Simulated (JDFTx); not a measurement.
System: ZrSi2(110) (Cmcm bulk; lattice of mp-1515, not re-optimised at this level), 1x1 cell of 14 atoms in 14 planes (Si outermost, slab composition Zr4Si10), area 28.14 Å² a face, 7.7 Å between the outermost planes in a cell 23.5 Å high; k mesh 6×4×1, Fermi width 0.01 Ha, no spin polarisation. Whether this polymorph is the ambient one wasn't checked. Neither spin polarisation nor a larger cell was tried.

Level of theory: PBE, GBRV ultrasoft potentials, plane waves to 20/100 Ha; code: JDFTx (a modified build). Liquid: CANDLE, water, 0.5 M NaCl; nuclei fixed. Potentials are counted from the potential of zero charge; σ repeats to about 1 %.

| U − U_pzc (V) | σ (μC/cm², per face) |
|---|---|
| 0.16 | withheld |
| 0.31 | 3.82 |
| 0.32 | 4.00 |
| 0.71 | 9.13 |

Problem. Fit σ = C₀x + bx² (x = U − U_pzc) to the other rows by least squares, predict the withheld value, and compare with the run.

Solution. The fit gives C₀ (μF/cm²) = 12.1, b (μF/cm²/V) = 1.13, with a root-mean-square miss of 0.02 μC/cm² on its own rows. It predicts 2.0 μC/cm²; the run gives 1.9 μC/cm², a miss of 0.1 μC/cm².
